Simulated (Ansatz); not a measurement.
# Te₂Mo as a free-standing sheet: computed properties

Te2Mo:
```xyz
6
Lattice="3.4669 0.0000 0.0000 0.0000 6.3299 0.0000 0.0000 0.0000 35.0000" Properties=species:S:1:pos:R:3 pbc="T T F"
Te     2.6002     0.4507    16.0255
Te     0.8667     3.6694    15.4497
Mo     2.6002     4.3107    17.4062
Te     0.8667     5.8792    18.9745
Te     2.6002     2.6605    19.5503
Mo     0.8667     2.0192    17.5938
```
The layer is periodic in x and y and isolated along z.

Method: r²SCAN+D4 (plane waves, PAW; program Ansatz). Lattice and atoms are relaxed at this level; other levels are named.

**Structure**

```yaml
In-plane lattice: a = 3.467 Å, b = 6.330 Å
distance_between_the_outermost_nuclei: 4.10 Å
exfoliation_energy_from_the_relaxed_bulk_parent: 19 meV/Å²
```

**Electronic structure**

```yaml
electronic_character: metallic
work_function: 4.67 eV
Gap with spin–orbit coupling: none
```

**Charges**

```yaml
bader_charges: Te -0.35 to -0.31, Mo +0.66 e
```

Space group P2_1/m (1T′). A layer that has been made, often on a substrate. The r²SCAN+D4 relaxation kept the symmetry of its start; whether a distortion lowers the energy is not shown. No spin polarisation was allowed. Spin–orbit coupling is left out wherever it is not named.

Potentials: the later of the program's two PAW sets.
